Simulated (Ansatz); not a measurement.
W2Sb: changing the pressure

The cell as given:

```
CELL_PARAMETERS angstrom
0.00000 3.13301 3.13301
3.13301 0.00000 3.13301
3.13301 3.13301 0.00000
ATOMIC_POSITIONS crystal
Sb 0.50000 0.50000 0.50000
W 0.25000 0.25000 0.25000
W 0.75000 0.75000 0.75000
```

The cell comes from a database or a generator and needn't be the stable form of this composition.

Kept alike: task relaxation of cell and atoms; functional PBE; k mesh 7 × 7 × 7; occupations fermi-dirac, width 0.05 eV; no spin polarisation. Program: Ansatz, Ansatz PAW, cutoff 420 eV. The mesh is that of the run's cell of 3 atoms. No spin-orbit coupling.

| pressure, P (GPa) | volume (Å³/atom) |
| --- | --- |
| 0 | 20.502 |
| 2 | 20.272 |
| 5 | 19.950 |
| 10 | 19.467 |
| 20 | ? |
| 30 | 17.995 |

Stopped at the starting cell, within the stress tolerance: 0. The relaxations keep at least the cell's symmetry (Fm-3m). For a metal such a mesh leaves the last digits unconverged. The runs follow the start's structure, whether or not it is the stable one at these pressures. P is the pressure aimed at, which the runs meet within some hundredths to tenths of a GPa.

**Question.** Fit the rows shown and predict the run at 20 GPa.

**Answer.** Murnaghan's form V = V0 (1 + B′P/B0)^(-1/B′) through the rows shown has V0 = 20.5022, B0 = 172.8 GPa and B′ = 4.19 (largest miss 0.0004); at P = 20 it gives 18.656 Å³/atom. The run gave: volume 18.657 Å³/atom.
